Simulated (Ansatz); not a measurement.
Hf (hcp (Mg type), P6_3/mmc) under volume change, plane-wave PAW LDA (Ansatz code), shape and atoms relaxed at each volume.

| V (Å³/atom) | E − E(relaxed) (meV/atom) | P (GPa) |
|---|---|---|
| 18.953 | (withheld) | (withheld) |
| 19.578 | (withheld) | (withheld) |
| 20.203 | 7.4 | 3.87 |
| 20.828 | 0.0 | 0.00 |
| 21.453 | 6.7 | -3.38 |
| 22.078 | 25.9 | -6.35 |
| 22.702 | 55.8 | -8.95 |

Q: Complete the blanks.

A: 
- 19.578, E − E(relaxed) (meV/atom): 30.9
- 19.578, P (GPa): 8.28
- 18.953, E − E(relaxed) (meV/atom): 72.8
- 18.953, P (GPa): 13.29

Q: What does a third-order Birch–Murnaghan fit give for V₀, B₀ and B′?

A: V₀ = 20.83 Å³/atom, B₀ = 120 GPa, B′ = 3.4.

The cell was relaxed with LDA under the symmetry of its start. No spin polarisation was allowed. Spin–orbit coupling is left out wherever it is not named.

Potentials: the earlier of the program's two PAW sets. The files were generated under PBE; for other functionals the program regenerates the frozen cores, and for LDA and PBEsol the local potential too.
